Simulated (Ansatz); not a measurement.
A plane-wave DFT run in Ansatz 0.2.0 (scalar-relativistic PAW potentials unless the input names others): input and command.

```yaml
crystal:
  lattice:
    - [0.0, 2.7325055609, 2.7325055609]
    - [2.7325055609, 0.0, 2.7325055609]
    - [2.7325055609, 2.7325055609, 0.0]
  atoms:
    - { symbol: Na, position: [0.0, 0.0, 0.0] }
    - { symbol: Cl, position: [0.5, 0.5, 0.5] }
kpoints:
  mp_grid: { grid: [8, 8, 8] }
hamiltonian:
  xc: r2scan
scf:
  occupations: { method: fixed }
  n_extra_bands: 2
output:
  forces: true
  eigenvalues: true
  stress: true
relax:
  adjacent_minimum: "off"
  f_tol: 0.001
  max_steps: 60
  cell: { stress_tol: 0.01 }
```

```bash
ansatz run input.yaml --threads 1 --pin off --max-ram 1228MiB --backend cpu --events-out ev --progress --plain --runs-dir out
```

Abridged log:
```
Basis set: ecut = 500 eV, 1037 PW (Γ), exchange–correlation on 120×120×120 points (64 copies of the dense FFT grid, shifted against one another)
Bands: 10, of which v1, the nominal top of the filled ones, is band 8 counted from 1 (7 counted from 0)
Symmetry: 48 space group operations
k-points: 29 of 512
SCF iter   1: F=—  HF=-2576.292555 eV  |F-HF|=—  |Δ(HF+E_count)|=         —  Δρ=7.35e-3  dr2=9.77e-3  dr2_τ=2.34e-3  ethr=1.77e-3  ⟨swp⟩=4.9  Hψ=1607  notcnv=0
SCF iter   2: F=—  HF=-2576.303116 eV  |F-HF|=—  |Δ(HF+E_count)|=   1.06e-2  Δρ=2.00e-3  dr2=7.54e-4  dr2_τ=1.99e-4  ethr=6.10e-5  ⟨swp⟩=2.3  Hψ=823  notcnv=0
SCF iter   3: F=—  HF=-2576.303205 eV  |F-HF|=—  |Δ(HF+E_count)|=   8.95e-5  Δρ=6.20e-4  dr2=8.15e-5  dr2_τ=1.00e-5  ethr=4.71e-6  ⟨swp⟩=3.0  Hψ=576  notcnv=0
SCF iter   4: F=—  HF=-2576.303220 eV  |F-HF|=—  |Δ(HF+E_count)|=   1.50e-5  Δρ=2.21e-4  dr2=8.06e-6  dr2_τ=2.01e-6  ethr=5.09e-7  ⟨swp⟩=2.0  Hψ=397  notcnv=0
SCF iter   5: F=-2576.303224 eV  HF=-2576.303224 eV  |F-HF|=1.11e-8  |Δ(HF+E_count)|=   3.36e-6  Δρ=1.35e-5  dr2=5.16e-8  dr2_τ=8.92e-9  ethr=5.04e-8  ⟨swp⟩=2.4  Hψ=512  notcnv=0
SCF iter   6: F=-2576.303224 eV  HF=-2576.303224 eV  |F-HF|=5.61e-9  |Δ(HF+E_count)|=   5.01e-9  Δρ=3.97e-6  dr2=8.60e-9  dr2_τ=4.47e-10  ethr=3.23e-10  ⟨swp⟩=2.0  Hψ=1044  notcnv=0
SCF 1 converged in 6 iterations: F = -2576.303224 eV  dr2 = 8.60e-9
relax step   1: F+E_penalty+E_count = -2576.30322374 eV  Δ(F+E_penalty+E_count) = +0.000e0 eV  max|allowed force component| = 4.626e-30 eV/Å  Δτ_max = 0.0000 Å  P = +2.554 GPa  Ω = 40.805 Å³  (6 SCF iters, dr2 threshold 1.00e-7 eV, accepted)
Crystal: 2 atoms, lattice volume = 42.864 Å³
Basis set: ecut = 500 eV, 1067 PW (Γ), exchange–correlation on 120×120×120 points (64 copies of the dense FFT grid, shifted against one another)
Initial density: handed on by an earlier stage of this run
Initial wavefunctions: those handed on with the density
SCF iter   1: F=—  HF=-2576.303570 eV  |F-HF|=—  |Δ(HF+E_count)|=         —  Δρ=1.93e-3  dr2=1.99e-3  dr2_τ=8.07e-3  ethr=1.24e-5  ⟨swp⟩=1.5  Hψ=2066  notcnv=0
SCF iter   2: F=—  HF=-2576.324262 eV  |F-HF|=—  |Δ(HF+E_count)|=   2.07e-2  Δρ=8.50e-4  dr2=3.11e-4  dr2_τ=4.76e-5  ethr=1.24e-5  ⟨swp⟩=3.1  Hψ=640  notcnv=0
   ...
SCF iter   5: F=-2576.327554 eV  HF=-2576.327554 eV  |F-HF|=1.44e-10  |Δ(HF+E_count)|=  2.95e-10  Δρ=7.53e-7  dr2=2.10e-10  dr2_τ=1.38e-11  ethr=1.68e-12  ⟨swp⟩=3.0  Hψ=1160  notcnv=0
SCF 6 converged in 5 iterations: F = -2576.327554 eV  dr2 = 2.10e-10
relax step   6: F+E_penalty+E_count = -2576.32755414 eV  Δ(F+E_penalty+E_count) = +1.131e-6 eV  max|allowed force component| = 3.040e-30 eV/Å  Δτ_max = 0.0000 Å  P = +0.000 GPa  Ω = 44.090 Å³  energy of the carried Pulay correction = -1.666e-6 eV  (5 SCF iters, dr2 threshold 2.68e-10 eV, accepted)
SCF iter   1: F=—  HF=-2576.327548 eV  |F-HF|=—  |Δ(HF+E_count)|=         —  Δρ=5.29e-6  dr2=1.30e-8  dr2_τ=1.42e-9  ethr=1.98e-6  ⟨swp⟩=2.2  Hψ=2416  notcnv=0
SCF iter   2: F=—  HF=-2576.327554 eV  |F-HF|=—  |Δ(HF+E_count)|=   5.85e-6  Δρ=4.44e-6  dr2=1.04e-8  dr2_τ=2.45e-9  ethr=8.12e-11  ⟨swp⟩=2.9  Hψ=681  notcnv=0
SCF iter   3: F=—  HF=-2576.327554 eV  |F-HF|=—  |Δ(HF+E_count)|=   3.19e-9  Δρ=2.08e-6  dr2=2.18e-9  dr2_τ=2.56e-10  ethr=6.48e-11  ⟨swp⟩=2.2  Hψ=392  notcnv=0
SCF iter   4: F=—  HF=-2576.327554 eV  |F-HF|=—  |Δ(HF+E_count)|=  7.26e-10  Δρ=7.71e-7  dr2=2.76e-10  dr2_τ=3.41e-11  ethr=1.36e-11  ⟨swp⟩=2.0  Hψ=372  notcnv=0
SCF iter   5: F=—  HF=-2576.327554 eV  |F-HF|=—  |Δ(HF+E_count)|=  9.00e-11  Δρ=1.98e-7  dr2=1.71e-11  dr2_τ=2.07e-12  ethr=1.72e-12  ⟨swp⟩=2.0  Hψ=389  notcnv=0
SCF iter   6: F=—  HF=-2576.327554 eV  |F-HF|=—  |Δ(HF+E_count)|=  1.82e-12  Δρ=1.30e-7  dr2=8.12e-12  dr2_τ=1.02e-12  ethr=1.07e-13 (applied; sched 1.00e-12)  ⟨swp⟩=1.0  Hψ=290  notcnv=0
SCF iter   7: F=-2576.327554 eV  HF=-2576.327554 eV  |F-HF|=2.27e-12  |Δ(HF+E_count)|=  1.82e-12  Δρ=2.96e-8  dr2=4.08e-13  dr2_τ=4.84e-14  ethr=1.00e-12  ⟨swp⟩=3.0  Hψ=1265  notcnv=0
SCF 7 converged in 7 iterations: F = -2576.327554 eV  dr2 = 4.08e-13
SCF converged after 7 iterations
Free energy (F): -2576.327554 eV
Harris-Foulkes:  -2576.327554 eV  (|F-HF|=2.27e-12)
Internal energy: -2576.327554 eV  (E = F + TS)
E sigma→0 (E₀):  -2576.327554 eV
Fermi energy:    0.808925 eV
--- Forces (eV/Å), atoms counted from 1 ---
  atom   1  Na     0.00000000     0.00000000     0.00000000
  atom   2  Cl     0.00000000     0.00000000     0.00000000
--- Stress (GPa, compression-positive) ---
        0.000403       0.000000       0.000000
        0.000000       0.000403       0.000000
        0.000000       0.000000       0.000403
  P = ⅓ Tr σ = 0.0004 GPa (0.004 kbar)
--- Relaxed structure (5 steps of the walk, 5 accepted, 2 SCFs on fresh bases) ---
  F+E_penalty+E_count = -2576.32755414 eV   max|allowed force component| = 2.141e-30 eV/Å   (the final SCF, on the basis selected at the relaxed cell)
  cell:  # Å, volume = 44.0901 Å³
    - [0.0, 2.80395137, 2.80395137]
    - [2.80395137, 0.0, 2.80395137]
    - [2.80395137, 2.80395137, 0.0]
  atoms:
    - { symbol: Na, position: [0.0, 0.0, 0.0] }
    - { symbol: Cl, position: [0.5, 0.5, 0.5] }
```

Apart from outputs, the input differs from a reference run on usual settings in hamiltonian.xc: "lda" → "r2scan"; scf.n_extra_bands: not typed → 2; basis.ecutwfc: 420 → not typed. The reference, at the same start, ended its own course with a relaxed volume of 20.40 Å³/atom, pressure -0.01 GPa, largest force 0.000 eV/Å, gap on the mesh 5.07 eV. This run converged in 40 SCF iterations over all its steps (reference: 18) with a total energy on another zero, a relaxed volume of 22.05 Å³/atom, pressure 0.00 GPa, largest force 0.000 eV/Å, gap on the mesh 5.97 eV.

The run took 30 s on 1 thread of Arm Neoverse N1, with other jobs on the host, peak memory 0.44 GiB.